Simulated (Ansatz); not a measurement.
Computed with DFT PBE, scalar-relativistic, plane waves, PAW in Ansatz 0.2.0. All cells share a 420 eV cutoff and Γ-centred k meshes spaced at most about 0.3 Å⁻¹ (2π included). No spin polarisation in the final relaxations.

Temperature and zero-point effects are left out. All come from trial cells, and lower structures may exist.

Question: Order these relaxed structures of Al₂InAs₃ by energy, lowest first, with the energy over the lowest of them.
A.

```
CELL_PARAMETERS angstrom
4.15541 0.00000 0.00000
-2.07771 3.59869 0.00000
0.00000 0.00000 10.18998
ATOMIC_POSITIONS crystal
Al 0.33333 0.66667 0.66054
Al 0.66667 0.33333 0.34009
In 0.00000 0.00000 0.99829
As 0.00000 0.00000 0.73636
As 0.33333 0.66667 0.41654
As 0.66667 0.33333 0.09818
```

B.

```
CELL_PARAMETERS angstrom
-2.07507 2.07507 8.83075
2.07507 -2.07507 8.83075
2.07507 2.07507 -8.83075
ATOMIC_POSITIONS crystal
Al 0.82934 0.82934 0.00000
Al 0.17066 0.17066 0.00000
In 0.50000 0.50000 0.00000
As 0.40730 0.90730 0.50000
As 0.09270 0.59270 0.50000
As 0.75000 0.25000 0.50000
```

Answer: B (0 meV/atom), A (14 meV/atom). Forms: B Al and In ordered on zinc blende sites, I-4m2; A Al and In ordered on zinc blende sites, P3m1. Counting As atoms around Al and In (those within 1.25 times the shortest such distance or 1.15 times the sum of covalent radii): B has Al 4, In 4; A has Al 4, In 4.

Cells relaxed within their symmetry can be saddle points. Some types were kept out of the candidates beforehand, so the set may lack a known form.
